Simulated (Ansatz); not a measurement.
Eu3Mg (Pm-3m); volume scaled by 1.05.

```
Eu Mg
1.0
     5.38596    0.00000    0.00000
     0.00000    5.38596    0.00000
     0.00000    0.00000    5.38596
Eu Mg
3 1
Direct
  0.50000 0.50000 0.00000
  0.50000 0.00000 0.50000
  0.00000 0.50000 0.50000
  0.00000 0.00000 0.00000
```

The reference geometry is a structure from the Materials Project; nothing is relaxed.

Settings: LDA, 5×5×5 k mesh, Fermi–Dirac smearing of 0.05 eV. LAPW is all-electron LAPW in Ansatz 0.2.0. Site moments are integrated in spheres about the atoms. Start moments (μB): Eu1 7, Eu2 7, Eu3 7.

Iteration by iteration:

```json
{"iteration": "1", "Harris–Foulkes energy less the last (meV)": "83.447", "density residual (eV)": "3.0e-01", "M (μB)": "21.7602", "∫|m| (μB)": "21.7613"}
{"iteration": "2", "Harris–Foulkes energy less the last (meV)": "50.812", "density residual (eV)": "1.7e-01", "M (μB)": "21.8826", "∫|m| (μB)": "21.8833"}
{"iteration": "3", "Harris–Foulkes energy less the last (meV)": "19.877", "density residual (eV)": "4.5e-03", "M (μB)": "22.3518", "∫|m| (μB)": "22.3522"}
{"iteration": "4", "Harris–Foulkes energy less the last (meV)": "4.849", "density residual (eV)": "2.3e-03", "M (μB)": "22.5320", "∫|m| (μB)": "22.5324"}
{"iteration": "5", "Harris–Foulkes energy less the last (meV)": "-4.054", "density residual (eV)": "2.4e-04", "M (μB)": "22.6393", "∫|m| (μB)": "22.6397"}
{"iteration": "6", "Harris–Foulkes energy less the last (meV)": "0.267", "density residual (eV)": "7.1e-04", "M (μB)": "22.6640", "∫|m| (μB)": "22.6644"}
{"iteration": "7", "Harris–Foulkes energy less the last (meV)": "0.151", "density residual (eV)": "1.3e-04", "M (μB)": "22.6616", "∫|m| (μB)": "22.6619"}
{"iteration": "8", "Harris–Foulkes energy less the last (meV)": "0.003", "density residual (eV)": "6.8e-06", "M (μB)": "22.6781", "∫|m| (μB)": "22.6784"}
{"iteration": "9", "Harris–Foulkes energy less the last (meV)": "0.001", "density residual (eV)": "1.9e-06", "M (μB)": "22.6752", "∫|m| (μB)": "22.6755"}
{"iteration": "10", "Harris–Foulkes energy less the last (meV)": "0.000", "density residual (eV)": "4.6e-07", "M (μB)": "22.6751", "∫|m| (μB)": "22.6754"}
{"iteration": "11", "Harris–Foulkes energy less the last (meV)": "0.000", "density residual (eV)": "7.0e-08", "M (μB)": "22.6758", "∫|m| (μB)": "22.6762"}
{"iteration": "12", "Harris–Foulkes energy less the last (meV)": "0.000", "density residual (eV)": "6.9e-09", "M (μB)": "22.6754", "∫|m| (μB)": "22.6758"}
```

Site moments (μB): Eu1 7.28, Eu2 7.28, Eu3 7.28, Mg4 0.25. Cell moment 22.68 μB.

Without U a semilocal functional puts the f levels too near the Fermi level, which can change moments and the order of magnetic states; site and cell moments are spin moments. Spin–orbit coupling is left out although heavy atoms are present. With open f shells a run can end in a state that isn't the lowest. None of this fixes the real material's magnetic order: only patterns that fit the cell were computed, at zero temperature, with a functional that can overstate moments.
